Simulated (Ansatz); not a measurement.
BaTe (rock salt, space group No. 225) at seven volumes, DFT-PBEsol in the program Ansatz with PAW potentials, scaled uniformly. One row is withheld.

```json
[
 {"V (Å³/atom)": "38.046", "P (GPa)": "3.73"},
 {"V (Å³/atom)": "39.301", "P (GPa)": "2.28"},
 {"V (Å³/atom)": "40.555", "P (GPa)": "?"},
 {"V (Å³/atom)": "41.809", "P (GPa)": "0.00"},
 {"V (Å³/atom)": "43.063", "P (GPa)": "-0.89"},
 {"V (Å³/atom)": "44.318", "P (GPa)": "-1.64"},
 {"V (Å³/atom)": "45.572", "P (GPa)": "-2.29"}
]
```

Question: Fit the shown pressures and predict the withheld one.

Answer: P = (3/2)B₀(x^(7/2) − x^(5/2))[1 + (3/4)(B′ − 4)(x − 1)] with x = (V₀/V)^(2/3). Least squares on the six rows gives V₀ = 41.811 Å³/atom, B₀ = 32.1 GPa, B′ = 4.41. At V = 40.555, x = 1.0205 and P = 1.05 GPa. The run itself gave 1.05 GPa.

Space group Fm-3m (rock salt). Symmetry was held in the PBEsol relaxation. Scalar-relativistic: spin–orbit coupling is off unless named, which matters more the heavier the elements.

Potentials: the later of the program's two PAW sets.
